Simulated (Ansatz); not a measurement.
A relaxation computed with Ansatz, from input to last step.

```yaml
crystal:
  lattice:
    - [4.4098789793, 0.0, 0.0]
    - [-2.2049394896, 3.8190672237, 0.0]
    - [0.0, 0.0, 4.6489109534]
  atoms:
    - { symbol: Ba, position: [0.0, 0.0, 0.0] }
    - { symbol: Ga, position: [0.3333333333, 0.6666666667, 0.4704609112] }
    - { symbol: Ga, position: [0.6666666667, 0.3333333333, 0.5295390888] }
    - { symbol: H, position: [0.3333333333, 0.6666666667, 0.111894285] }
    - { symbol: H, position: [0.6666666667, 0.3333333333, 0.888105715] }
basis:
  ecutwfc: 420
kpoints:
  mp_grid: { grid: [12, 12, 8] }
hamiltonian:
  xc: pbesol
scf:
  occupations: { method: gaussian, width: 0.1 }
output:
  forces: true
  stress: true
  eigenvalues: true
relax:
  adjacent_minimum: "off"
  f_tol: 0.01
  max_steps: 30
  cell: { stress_tol: 0.1, fix: [volume] }
```

```bash
ansatz run input.yaml --threads 1 --pin off --max-ram 2560MiB --backend cpu --events-out ev --progress --plain --runs-dir out
```

These are results of Ansatz, DFT PBEsol, scalar-relativistic, plane waves, PAW, not measurements.

The volume is held at 0.94 times that of the relaxed cell.

Of 5 frames 4 are shown, positions in Å and forces in eV/Å; the SCF threshold varies from step to step. Steps run on the plane waves of an earlier cell, with a Pulay correction in the pressure. The basis is chosen afresh for the last frame, the zero of the energies, and at times for earlier ones too; energy and pressure can step there, also at an unchanged geometry. Where two frames share a geometry here, they differ by under 2 meV/atom and 0.3 GPa.

```xyz
5
Lattice="4.4099 0.0000 0.0000 -2.2049 3.8191 0.0000 0.0000 0.0000 4.6489" Properties=species:S:1:pos:R:3:forces:R:3 pbc="T T T" step=1 free_energy_over_end_meV_per_atom=0.65 pressure_GPa=3.48
Ba    0.0000    0.0000    0.0000    0.0000    0.0000    0.0000
Ga    0.0000    2.5460    2.1871    0.0000    0.0000    0.0728
Ga    2.2049    1.2730    2.4618    0.0000    0.0000   -0.0728
H     0.0000    2.5460    0.5202    0.0000    0.0000   -0.1084
H     2.2049    1.2730    4.1287    0.0000    0.0000    0.1084
5
Lattice="4.4245 0.0000 0.0000 -2.2123 3.8317 0.0000 0.0000 0.0000 4.6182" Properties=species:S:1:pos:R:3:forces:R:3 pbc="T T T" step=2 free_energy_over_end_meV_per_atom=0.09 pressure_GPa=3.16
Ba    0.0000    0.0000    0.0000    0.0000    0.0000    0.0000
Ga    0.0000    2.5545    2.1659    0.0000    0.0000    0.0611
Ga    2.2123    1.2772    2.4523    0.0000    0.0000   -0.0611
H     0.0000    2.5545    0.4897    0.0000    0.0000   -0.0298
H     2.2123    1.2772    4.1285    0.0000    0.0000    0.0298
5
Lattice="4.4308 0.0000 0.0000 -2.2154 3.8372 0.0000 0.0000 0.0000 4.6052" Properties=species:S:1:pos:R:3:forces:R:3 pbc="T T T" step=3 free_energy_over_end_meV_per_atom=0.01 pressure_GPa=3.05
Ba    0.0000    0.0000    0.0000    0.0000    0.0000    0.0000
Ga    0.0000    2.5581    2.1659    0.0000    0.0000    0.0019
Ga    2.2154    1.2791    2.4392    0.0000    0.0000   -0.0019
H     0.0000    2.5581    0.4852    0.0000    0.0000   -0.0122
H     2.2154    1.2791    4.1200    0.0000    0.0000    0.0122
5
Lattice="4.4286 0.0000 0.0000 -2.2143 3.8353 0.0000 0.0000 0.0000 4.6096" Properties=species:S:1:pos:R:3:forces:R:3 pbc="T T T" step=5 free_energy_over_end_meV_per_atom=0.00 pressure_GPa=3.05
Ba    0.0000    0.0000    0.0000    0.0000    0.0000    0.0000
Ga    0.0000    2.5569    2.1672    0.0000    0.0000   -0.0015
Ga    2.2143    1.2784    2.4425    0.0000    0.0000    0.0015
H     0.0000    2.5569    0.4849    0.0000    0.0000    0.0021
H     2.2143    1.2784    4.1248    0.0000    0.0000   -0.0021
```

The run took 78 s on 1 thread of Arm Neoverse V2, with other jobs on the host, peak memory 0.5 GiB.